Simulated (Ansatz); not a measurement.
According to the program Ansatz at the PBEsol level (PAW), Co$_{3}$BPt in the cubic phase (Pm-3m; Co on 3c, Pt on 1a, B on 1b) relaxes to a = 3.781 Å. Pt has 12 nearest neighbours from 2.67 Å (cuboctahedral); B has 6 nearest neighbours from 1.89 Å (octahedral). Its formation energy from the elements is 0.083 eV/atom, with no fitted shifts.

Electronic character: metallic (no gap). The magnetic state found is ferromagnetic. The net moment is 0.80 μB per atom.

An equation-of-state fit gives a bulk modulus of 231 GPa.

The start of the workflow was typed in or built on a structure type; neither database checked (COD, Materials Project) lists it. Whether it is the stable phase at ambient conditions was not checked. The cell was relaxed with PBEsol under the symmetry of its start; its stability against distortions is not shown here. Magnetic state: ferromagnetic, chosen from 4 collinear starts compared on coarse meshes (ties went to the first, and starts can fall back to one state), not a proven ground state. The references are the lowest solids computed at this level, not always the standard phases. Scalar-relativistic: spin–orbit coupling is off unless named, which matters more the heavier the elements.

Potentials: the earlier of the program's two PAW sets. The files were generated under PBE; for other functionals the program regenerates the frozen cores, and for LDA and PBEsol the local potential too.
